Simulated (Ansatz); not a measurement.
# Cu: axial (c/a) deformation path

These are results of Ansatz, DFT PBEsol+D3(BJ), scalar-relativistic, plane waves, PAW, not measurements. The runs took a 420 eV cutoff, a Γ-centred 6×30×4 mesh and Gaussian smearing (0.15 eV). No spin polarisation. Energies are free energies at this smearing, counted from the undisturbed cell; pressure is positive in compression.

Reference structure (relaxed at this level; this form isn't the usual structure):

```xyz
1
Lattice="11.5683 0.0000 0.0000 0.0000 2.2546 0.0000 -4.5949 0.0000 21.7432" Properties=species:S:1:pos:R:3 pbc="T T T"
Cu    3.4867    1.1273   10.8716
```

At fixed volume and fractional coordinates, lengths along (0.000, 0.000, 1.000) are scaled against those across it; ρ is that ratio over its starting value. The cell is metallic on the mesh throughout.

```
    ρ  ΔE (meV/atom)
0.850           44.2
0.920           12.8
0.960            3.4
1.000            0.0
1.050            4.0
1.100           17.1
1.200           69.5
```

**Question.** Predict the pressure (GPa) at each point.

**Answer.**
```tsv
ρ	pressure (GPa)
0.850	-0.1
0.920	-0.1
0.960	0.0
1.000	0.0
1.050	0.1
1.100	0.1
1.200	0.2
```

Cost: 7 runs of about 6.1 core-minutes in all, on Intel Xeon 6975P-C (Granite Rapids) (shared hosts).